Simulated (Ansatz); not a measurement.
A distorted cell of MgO (rock salt):

```xyz
4
Lattice="0.0000 4.2537 4.2537 2.1269 0.0000 2.1269 2.1269 2.1269 0.0000" Properties=species:S:1:pos:R:3 pbc="T T T"
O      0.0000     0.0000    -0.1280
O      0.0000     2.1269     2.1269
Mg     2.1269     2.1269     2.1269
Mg     2.1269     4.2537     4.2537
```

All values below come from PBE (plane waves to 420 eV, PAW, scalar-relativistic; Ansatz, a first-principles code). k mesh 11×11×11 (Γ-centred), Fermi-Dirac smearing 0.05 eV. E stands for the smeared free energy. Compression counts positive. MgO was relaxed with its symmetry unable to fall.

Task: Predict the force on every atom, in eV/Å.

Result: 
```
atom      Fx      Fy      Fz
----  ------  ------  ------
O1    -0.234   0.234   1.038
O2     0.233  -0.233  -0.361
Mg3    0.003  -0.003  -0.177
Mg4   -0.002   0.002  -0.500
```

Task: Give the stress tensor in GPa and the pressure.

Result: 
```
    0.0      0.1     -0.1
    0.1      0.0      0.1
   -0.1      0.1      2.5
```
The pressure, a third of the trace, is 0.8 GPa.

Task: In it atom 1 sits (0.000, 0.000, -0.128) Å away from its relaxed site. What is its energy relative to the relaxed cell?

Result: 64 meV/cell.

(A displaced cell: forces are minus the slopes of the energy, force constants its curvatures, and phonons follow from these.)
